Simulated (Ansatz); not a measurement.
Molecular dynamics on a 1×1×1 supercell (4 atoms) of LuAlAs₂ (ordering on rocksalt), relaxed with r2SCAN. Forces come from PBEsol in Ansatz: Langevin thermostat and barostat (NPT), 450 K, steps of 3 fs. Classical nuclei, no spin polarisation; a few dozen steps show the first response, not equilibrium. The structure comes from a prototype and may be hypothetical.

```yaml
crystal:
  lattice:
    - [1.9381967298, 1.1190184037, 6.3072704761]
    - [-1.9381967298, 1.1190184037, 6.3072704761]
    - [0.0, -2.2380368074, 6.3072704761]
  atoms:
    - { symbol: Al, position: [1.0, 0.0, 0.0] }
    - { symbol: Lu, position: [0.5, 0.5, 0.5] }
    - { symbol: As, position: [0.2584637406, 0.2584637406, 0.2584637406] }
    - { symbol: As, position: [0.7415362594, 0.7415362594, 0.7415362594] }
kpoints:
  mp_grid: { grid: [4, 4, 4] }
hamiltonian:
  xc: pbesol
scf:
  occupations: { method: fermi_dirac, width: 0.039 }
md:
  ensemble: npt_langevin
  temperature: 450
  timestep: 3.0
  n_steps: 40
  initial_velocities: maxwell_boltzmann
  seed: 6493
```

Command: `ansatz run input.yaml --threads 4 --pin off --max-ram 3686MiB --backend cpu --events-out ev --progress --plain --runs-dir out`.

Q: What wall time did it need on 4 threads of Intel(R) Xeon(R) 6975P-C (Granite Rapids), on a shared host, load about 0.3 per core, and what peak of host memory did it reach?

A: About 61 s, with a peak of 0.54 GiB.

| step | t (fs) | T (K) | free energy F from step 0 (meV/atom) | kinetic energy (meV/atom) | pressure (GPa) | volume (Å³/atom) | largest force (eV/Å) |
| --- | --- | --- | --- | --- | --- | --- | --- |
| 0 | 0 | 338 | 0.0 | 43.6 | -1.16 | 20.52 | 0.08 |
| 1 | 3 | 330 | 0.3 | 42.6 | -1.11 | 20.51 | 0.14 |
| 2 | 6 | 368 | 1.2 | 47.6 | -0.92 | 20.47 | 0.20 |
| 3 | 9 | 309 | 2.5 | 39.9 | -0.72 | 20.42 | 0.30 |
| 4 | 12 | 271 | 4.3 | 35.1 | -0.50 | 20.38 | 0.38 |
| 5 | 15 | 298 | 6.8 | 38.5 | -0.25 | 20.34 | 0.47 |
| 6 | 18 | 273 | 9.7 | 35.3 | -0.07 | 20.32 | 0.55 |
| 7 | 21 | 312 | 13.4 | 40.3 | 0.15 | 20.30 | 0.64 |
| 8 | 24 | 336 | 17.9 | 43.4 | 0.39 | 20.28 | 0.77 |
| 9 | 27 | 394 | 22.1 | 51.0 | 0.62 | 20.27 | 0.89 |
| 10 | 30 | 420 | 26.3 | 54.3 | 0.77 | 20.28 | 1.00 |
| 11 | 33 | 468 | 30.5 | 60.5 | 0.87 | 20.30 | 1.09 |
| 12 | 36 | 443 | 34.2 | 57.2 | 0.86 | 20.33 | 1.15 |
| 13 | 39 | 430 | 38.0 | 55.5 | 0.86 | 20.36 | 1.19 |
| 14 | 42 | 364 | 42.0 | 47.0 | 0.83 | 20.39 | 1.24 |
| 15 | 45 | 318 | 45.5 | 41.1 | 0.82 | 20.41 | 1.28 |
| 16 | 48 | 330 | 48.9 | 42.6 | 0.87 | 20.42 | 1.30 |
| 17 | 51 | 315 | 51.7 | 40.7 | 0.87 | 20.44 | 1.32 |
| 18 | 54 | 287 | 53.7 | 37.1 | 0.81 | 20.46 | 1.34 |
| 19 | 57 | 292 | 56.1 | 37.7 | 0.77 | 20.48 | 1.36 |
| 20 | 60 | 238 | 58.4 | 30.8 | 0.65 | 20.51 | 1.39 |
| 21 | 63 | 245 | 60.1 | 31.6 | 0.52 | 20.55 | 1.41 |
| 22 | 66 | 176 | 61.5 | 22.7 | 0.35 | 20.58 | 1.43 |
| 23 | 69 | 228 | 62.9 | 29.5 | 0.28 | 20.61 | 1.43 |
| 24 | 72 | 215 | 64.5 | 27.7 | 0.14 | 20.65 | 1.43 |
| 25 | 75 | 178 | 65.5 | 23.0 | -0.03 | 20.69 | 1.43 |
| 26 | 78 | 166 | 66.0 | 21.5 | -0.18 | 20.72 | 1.43 |
| 27 | 81 | 199 | 65.3 | 25.7 | -0.26 | 20.74 | 1.43 |
| 28 | 84 | 194 | 63.7 | 25.0 | -0.33 | 20.75 | 1.42 |
| 29 | 87 | 210 | 62.1 | 27.2 | -0.39 | 20.76 | 1.42 |
| 30 | 90 | 252 | 60.1 | 32.6 | -0.49 | 20.78 | 1.40 |
| 31 | 93 | 332 | 57.0 | 43.0 | -0.65 | 20.81 | 1.36 |
| 32 | 96 | 338 | 53.2 | 43.7 | -0.93 | 20.86 | 1.30 |
| 33 | 99 | 487 | 49.0 | 62.9 | -1.12 | 20.91 | 1.23 |
| 34 | 102 | 477 | 44.3 | 61.6 | -1.40 | 20.95 | 1.13 |
| 35 | 105 | 473 | 39.9 | 61.1 | -1.62 | 20.98 | 1.04 |
| 36 | 108 | 523 | 36.6 | 67.6 | -1.76 | 21.00 | 0.97 |
| 37 | 111 | 463 | 34.5 | 59.9 | -1.96 | 21.04 | 0.90 |
| 38 | 114 | 472 | 33.0 | 61.0 | -2.12 | 21.08 | 0.83 |
| 39 | 117 | 447 | 31.8 | 57.8 | -2.27 | 21.10 | 0.76 |
| 40 | 120 | 521 | 30.4 | 67.3 | -2.32 | 21.12 | 0.68 |

The temperature starts at 338 K, is lowest at step 26 (166 K, 78 fs) and ends at 521 K. The atoms start on their lattice sites with kinetic energy alone, so much of it first passes into potential energy. The first value is 3/4 of the setting, since velocities are drawn without the motion of the centre of mass and T is counted over all atoms.

Positions (Å) and forces (eV/Å) at step 40:
```
cell (Å): 1.957 1.130 6.368; -1.957 1.130 6.368; 0.000 -2.260 6.368
Al   1.873   1.148   6.407    -0.024  -0.109   0.163
Lu  -0.057   0.045   9.559     0.171   0.052   0.613
As  -0.132  -0.038   5.077     0.224   0.232  -0.238
As   0.012   0.069  14.345    -0.372  -0.175  -0.538
```

Overlapping bands make a metal at that level, for which these meshes are coarse; small forces, stresses and energy differences are uncertain. A small overlap in a semilocal functional can be an artefact that a hybrid or GW lifts.
